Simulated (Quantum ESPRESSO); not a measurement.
**Kohn-Sham bands of TlBr (Cmcm)**

```
CELL_PARAMETERS angstrom
      4.41951     0.00000     0.00000
      0.00000     0.00000    -4.97176
     -2.20975     6.22227     0.00000
ATOMIC_POSITIONS crystal
  Tl 0.61107 0.25000 0.22214
  Tl 0.38893 0.75000 0.77786
  Br 0.13674 0.75000 0.27348
  Br 0.86326 0.25000 0.72652
```

Materials Project entry mp-568949; symmetrised, unrelaxed at this level. Not found in the COD (Crystallography Open Database) copy used, which has the formula in other groups; not checked further. Level: PBEsol, no spin polarisation, no spin-orbit coupling; pw.x of Quantum ESPRESSO at 50 Ry with PseudoDojo potentials, 8×6×8 k-points, Wannier90. Density: 8×6×8 mesh, cold smearing 0.01 Ry. Spin-orbit coupling is left out although heavy elements are present.

List the Kohn-Sham levels between −8 and 5.0 eV relative to the valence-band maximum at the high-symmetry points, as a band run of pw.x on that density gives them (levels within 2 meV counted together).


```
point  k (reciprocal lattice)                                                                           levels (eV)
-----  ----------------------  ------------------------------------------------------------------------------------
Γ           0.000 0.000 0.000                          -4.55, -3.67, -2.85, -2.37, -1.50, -1.44, -1.40, -0.97, 4.61
Y           0.000 0.000 0.500              -5.14, -4.01, -1.97, -1.86, -1.80, -1.14, -0.88, -0.64, 3.06, 4.66, 4.67
C_0         0.437 0.000 0.282  -5.42, -4.23, -1.92, -1.46, -1.34, -1.20, -0.46, -0.38, 2.41, 2.97, 3.15, 3.82, 5.00
Σ_0        0.563 0.000 -0.282  -5.42, -4.23, -1.92, -1.46, -1.34, -1.20, -0.46, -0.38, 2.41, 2.97, 3.15, 3.82, 5.00
Z          0.000 -0.500 0.000                  -4.93 (×2), -2.09 (×2), -1.14 (×2), -0.20 (×2), 3.15 (×2), 4.67 (×2)
A_0       0.563 -0.500 -0.282                             -4.29 (×2), -2.83 (×2), -1.84 (×2), -1.11 (×2), 3.75 (×2)
E_0        0.437 -0.500 0.282                             -4.29 (×2), -2.83 (×2), -1.84 (×2), -1.11 (×2), 3.75 (×2)
T          0.000 -0.500 0.500                             -5.26 (×2), -1.19 (×2), -1.08 (×2), -0.12 (×2), 2.20 (×2)
S           0.500 0.000 0.000  -5.39, -4.25, -1.76, -1.50, -1.43, -1.26, -0.60, -0.34, 2.55, 2.94, 3.17, 3.60, 4.85
R          0.500 -0.500 0.000                  -4.20 (×2), -2.65 (×2), -2.31 (×2), -1.08 (×2), 4.09 (×2), 4.99 (×2)
```
